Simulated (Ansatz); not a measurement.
Question: Name crystals whose computed values (plane-wave PAW LDA (Ansatz code)) fall in these windows: B₀ by P(V) fit (GPa) 24 to 32; electron conductivity mass (mₑ) 0.93 to 1.2; gap (eV) 0.57 to 0.82.

Answer: 

| crystal | B₀ by P(V) fit (GPa) | electron conductivity mass (mₑ) | gap (eV) |
|---|---|---|---|
| PdSeO3, C2/m (Pd on 4e, Se on 4i, O on 8j, O on 4i) | 29.7 | 1.1 | 0.69 |
Others may fit too.

Standing as an ambient phase not checked: PdSeO3, C2/m (Pd on 4e, Se on 4i, O on 8j, O on 4i). Weakly bound layers, chains or molecules computed without a dispersion correction, so cells and soft constants are ill determined: PdSeO3, C2/m (Pd on 4e, Se on 4i, O on 8j, O on 4i). The cell was relaxed under the symmetry of its start. Rows with no word on spin ran without spin polarisation. Scalar-relativistic: spin–orbit coupling is off unless named, which matters more the heavier the elements.

Potentials: the later of the program's two PAW sets.
